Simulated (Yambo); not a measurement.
Optical response of SnS2 monolayer

```
CELL_PARAMETERS angstrom
      3.64694     0.00000     0.00000
     -1.82347     3.15834     0.00000
      0.00000     0.00000    15.90000
ATOMIC_POSITIONS crystal
  S  0.33333 0.66667 0.09266
  S  0.66667 0.33333 0.90734
  Sn 0.00000 0.00000 0.00000
```

Yambo, RPA with local fields on PBEsol bands; 12×12×1 mesh, 92 bands, 2 Ry local-field block, 0.2 eV broadening; field along x.

```tsv
E (eV)	Im α (Å)	Re α (Å)	Im α, independent particles
0.0	0.00	3.29	0.00
0.6	0.04	3.36	0.05
1.2	0.11	3.58	0.12
1.9	0.34	4.05	0.37
2.5	0.86	4.57	0.93
3.1	2.01	5.01	2.20
3.8	3.97	5.39	4.58
4.4	4.95	2.52	5.62
5.0	6.05	0.69	6.91
5.6	4.81	-1.15	5.94
6.2	2.94	-0.25	4.06
6.9	3.33	-1.31	3.64
7.5	2.21	-1.66	2.24
8.1	1.53	-1.00	1.89
8.8	1.60	-0.82	2.07
9.4	1.66	-1.03	1.82
10.0	1.34	-1.03	1.41
10.6	0.99	-1.22	0.93
11.2	0.73	-0.95	0.77
11.9	0.66	-0.86	0.70
12.5	0.52	-0.77	0.56
13.1	0.53	-0.74	0.52
13.8	0.42	-0.63	0.41
14.4	0.43	-0.57	0.35
15.0	0.39	-0.63	0.26
15.6	0.30	-0.55	0.22
16.2	0.28	-0.49	0.21
16.9	0.25	-0.50	0.16
17.5	0.18	-0.42	0.14
18.1	0.19	-0.36	0.13
18.8	0.19	-0.34	0.11
19.4	0.20	-0.32	0.10
20.0	0.19	-0.33	0.07
```

α is the in-plane polarisability per area of the layer, a length; absorbance is 4πω Im α/c. Structure narrower than a few tenths of an eV can come from the finite k mesh. Convergence of the RPA response with its 12×12×1 mesh was not tested. No excitonic effects at this level.

Spin-orbit coupling is included.

Geometry relaxed with PBEsol.
